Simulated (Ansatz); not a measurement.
**Two Ansatz runs on TlAu**

The cell is built from the L10 type as a first guess.

First run: DFT, PBEsol, PAW with Ansatz's default frozen-core files, scalar-relativistic (Ansatz 0.2.0).

Command: `ansatz run input.yaml --threads 1 --pin off --max-ram 2048MiB --backend cpu --events-out ev --progress --plain --runs-dir out` The run took 100 s on 1 thread of Intel(R) Xeon(R) Processor @ 2.50GHz (Skylake/Cascade Lake), on a shared host, peak memory 0.41 GiB.

```yaml
crystal:
  lattice:
    - [3.2595077147, 0.0, 0.0]
    - [0.0, 3.2595077147, 0.0]
    - [0.0, 0.0, 4.432930492]
  atoms:
    - { symbol: Au, position: [0.0, 0.0, 0.0] }
    - { symbol: Tl, position: [0.5, 0.5, 0.5] }
kpoints:
  mp_grid: { grid: [10, 10, 8] }
scf:
  occupations: { method: fermi_dirac, width: 0.05 }
hamiltonian:
  xc: pbesol
  pseudopotentials: { kind: paw }
output:
  forces: true
  stress: true
relax:
  f_tol: 0.005
  max_steps: 80
  cell: {}
```

Result: converged; relaxed volume 22.031 Å³/atom; 46 SCF iterations in all.

No spin–orbit coupling, which matters for the heavy atoms here.

The input is then changed:

```diff
@@ -8,7 +8,8 @@
     - { symbol: Tl, position: [0.5, 0.5, 0.5] }
 kpoints:
-  mp_grid: { grid: [10, 10, 8] }
+  mp_grid: { grid: [3, 3, 3] }
 scf:
   occupations: { method: fermi_dirac, width: 0.05 }
+  algorithm: density_mixing
 hamiltonian:
   xc: pbesol
```

(1) What does the second run give?

Answers

(1) It converged; energy at zero smearing +126.1 meV/atom from the first run; relaxed volume 21.369 Å³/atom; 36 SCF iterations in all. Some of these settings are too coarse for converged properties.
